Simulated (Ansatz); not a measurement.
Level of theory: DFT PBE, scalar-relativistic, plane waves, PAW in Ansatz 0.2.0. All cells share a 420 eV cutoff and Γ-centred k meshes spaced about 0.3 Å⁻¹ or finer (0.25 for metals, 2π included). No spin polarisation.

All energies are static (0 K, no zero-point motion).

Compare these two cells of Sn₂Te, each relaxed at this level.

A.

```cif
data_structure
_symmetry_space_group_name_H-M 'P4/nmm:1'
_symmetry_Int_Tables_number 129
_cell_length_a 4.4862
_cell_length_b 4.4862
_cell_length_c 9.2164
_cell_angle_alpha 90.000
_cell_angle_beta 90.000
_cell_angle_gamma 90.000
_cell_volume 185.49
loop_
_atom_site_label
_atom_site_type_symbol
_atom_site_symmetry_multiplicity
_atom_site_Wyckoff_symbol
_atom_site_fract_x
_atom_site_fract_y
_atom_site_fract_z
_atom_site_occupancy
Sn1 Sn 2 c 0.50000 0.00000 0.67718 1
Sn2 Sn 2 a 0.50000 0.50000 0.00000 1
Te1 Te 2 c 0.00000 0.50000 0.65875 1
```

B.

```cif
data_structure
_symmetry_space_group_name_H-M 'P-3m1'
_symmetry_Int_Tables_number 164
_cell_length_a 5.2991
_cell_length_b 5.2991
_cell_length_c 9.0553
_cell_angle_alpha 90.000
_cell_angle_beta 90.000
_cell_angle_gamma 120.000
_cell_volume 220.21
loop_
_atom_site_label
_atom_site_type_symbol
_atom_site_symmetry_multiplicity
_atom_site_Wyckoff_symbol
_atom_site_fract_x
_atom_site_fract_y
_atom_site_fract_z
_atom_site_occupancy
Sn1 Sn 2 d 0.66667 0.33333 0.51382 1
Sn2 Sn 2 c 0.00000 0.00000 0.16825 1
Te1 Te 2 d 0.66667 0.33333 0.83416 1
```

Problem. Which would you expect to be lower, and how large is the difference?

Solution. A is lower, by 23 meV/atom. A has space group P4/nmm (No. 129), 30.9 Å³/atom and no gap on its mesh; B has space group P-3m1 (No. 164), 36.7 Å³/atom and no gap. Counting Te atoms around Sn (those within 1.25 times the shortest such distance or 1.15 times the sum of covalent radii, 1.27 where that leaves under three; the shortest distance is added where it exceeds 1.18 times the sum of covalent radii; a slash parts the counts of unlike sites), A has Sn 4 from 3.9 Å/5 and B has Sn 1/3. The denser one is the lower, and pressure would at first widen the difference. In A, Sn on a site of symmetry 4mm is surrounded by 5 Te at 3.10–3.18 Å and 4 Sn at 3.73 Å; around Sn on a site of symmetry -4m2 lie 4 Sn at 3.17 Å and 4 Sn at 3.73 Å; Te is surrounded by 5 Sn at 3.10–3.18 Å. In B, Sn on its first site has 1 Te at 2.90 Å and 3 Sn at 3.07 Å; Sn on its second site is surrounded by 1 Sn at 3.05 Å and 3 Te at 3.06 Å; Te has 4 Sn at 2.90–3.06 Å. Both come from trial cells of a structure search, whose lowest cell (Cm, 32.3 Å³/atom) lies 101 meV/atom below the lower of the two.

For metals, differences of a few meV/atom aren't resolved. Spin–orbit coupling, which can matter for Te, is left out. The zero gap of P-3m1 may come from the functional, which often closes small gaps, or the cell may be a true semimetal. Cells relaxed within their symmetry can be saddle points. Some structure types and database cells were kept out of the candidates from the start, so a known form may be missing.
